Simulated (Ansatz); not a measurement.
Input:

Be:
```
CELL_PARAMETERS angstrom
     -1.24617     1.24617     1.24617
      1.24617    -1.24617     1.24617
      1.24617     1.24617    -1.24617
ATOMIC_POSITIONS crystal
  Be 0.00000 0.00000 0.00000
```

This is the PBEsol-relaxed structure.

Q: All from DFT-PBEsol in the program Ansatz with PAW potentials, unless another level is named. Give the Hill bulk and shear moduli.

A: 125 and 112 GPa.

Q: Predict the elastic constants (relaxed ions, GPa).

A: C11 = 181, C12 = 96.9, C44 = 211.

Space group Im-3m (bcc (W type)). The workflow started from a Materials Project entry (that database holds measured and hypothetical structures alike); the Crystallography Open Database copy checked does not list it. It is not the phase usual at ambient conditions (space group No. 194). The PBEsol relaxation kept the symmetry of its start; whether a distortion lowers the energy is not shown. As this level gives no gap, shear constants depend on the k-mesh and smearing (Fermi–Dirac, 0.1 eV here).

Potentials: the earlier of the program's two PAW sets. The files were generated under PBE; for other functionals the program regenerates the frozen cores, and for LDA and PBEsol the local potential too.
